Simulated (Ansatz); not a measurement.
SnS$_{2}$:
```xyz
3
Lattice="3.6322 0.0000 0.0000 -1.8161 3.1456 0.0000 0.0000 0.0000 5.7006" Properties=species:S:1:pos:R:3 pbc="T T T"
Sn     0.0000     0.0000     0.0000
S      0.0000     2.0971     1.4671
S      1.8161     1.0485     4.2335
```

Relaxed with LDA. Special points in fractions of this cell's reciprocal vectors: Γ (0.000, 0.000, 0.000); M (0.500, 0.000, 0.000); K (0.333, 0.333, 0.000); A (0.000, 0.000, 0.500); L (0.500, 0.000, 0.500); H (0.333, 0.333, 0.500).

### Question
List the band energies nearest the valence-band maximum at these points for plane-wave PAW LDA (Ansatz code).

### Answer
In eV from the valence-band maximum; about four levels below and three above (degenerate sets whole), none deeper than 8.9 eV; points with the same levels are listed once.

```json
[
 {"k": "Γ", "below": "-0.85 -0.85 -0.60 -0.60 -0.01", "above": "1.56 3.25 5.14 5.14"},
 {"k": "M", "below": "-3.15 -2.86 -1.43 -0.44", "above": "1.49 4.08 5.45"},
 {"k": "K", "below": "-3.78 -3.78 -3.46 -1.83 -1.83", "above": "1.54 6.79 6.79"},
 {"k": "A", "below": "-0.98 -0.98 -0.39 -0.39", "above": "2.92 3.36 4.78 4.78"},
 {"k": "L", "below": "-2.62 -1.96 -1.01 -0.94", "above": "1.23 4.28 5.12"},
 {"k": "H", "below": "-4.48 -4.48 -3.99 -0.43 -0.43", "above": "2.89 4.94 4.94"}
]
```

Space group P-3m1 (CdI2 type). Symmetry was held in the LDA relaxation. A crystal of weakly bound layers computed without a dispersion correction: the cell and the soft elastic constants depend strongly on that. Scalar-relativistic: spin–orbit coupling is off unless named, which matters more the heavier the elements.

Potentials: the later of the program's two PAW sets.
